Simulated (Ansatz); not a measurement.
Cr3GeN:
```xyz
5
Lattice="3.7731 0.0000 0.0000 0.0000 3.7731 0.0000 0.0000 0.0000 3.7731" Properties=species:S:1:pos:R:3 pbc="T T T"
Ge     0.0000     0.0000     0.0000
N      1.8865     1.8865     1.8865
Cr     0.0000     1.8865     1.8865
Cr     1.8865     1.8865     0.0000
Cr     1.8865     0.0000     1.8865
```

Relaxed with PBEsol. Special points in fractions of this cell's reciprocal vectors: Γ (0.000, 0.000, 0.000); X (0.000, 0.500, 0.000); M (0.500, 0.500, 0.000); R (0.500, 0.500, 0.500).

List the band energies nearest the Fermi level at these points for the program Ansatz at the PBEsol with spin–orbit coupling level (PAW).

In eV from the Fermi level; about four levels below and three above (degenerate sets whole), none deeper than 8.9 eV; points with the same levels are listed once.

```csv
k,below,above
Γ,-0.13 -0.13 -0.13 -0.13 -0.10 -0.10,0.16 0.16 0.41 0.41 0.41 0.41 0.41 0.41 0.41 0.41
X,-0.18 -0.18 -0.14 -0.14,0.21 0.21 0.67 0.67
M,-0.26 -0.26 -0.14 -0.14,0.37 0.37 0.39 0.39
R,-1.18 -1.18 -1.18 -1.18 -1.13 -1.13,0.38 0.38 0.38 0.38
```

Space group Pm-3m (anti-perovskite). The cell is a constructed one: a structure type filled with these elements; neither database checked (COD, Materials Project) lists it. COD files the formula under space group No. 113. Its standing as an ambient phase is unchecked. Symmetry was held in the PBEsol relaxation. At this level the phase is dynamically unstable (imaginary phonons). The workflow began spin-polarised and lost its moments.

Potentials: the earlier of the program's two PAW sets. The files were generated under PBE; for other functionals the program regenerates the frozen cores, and for LDA and PBEsol the local potential too.
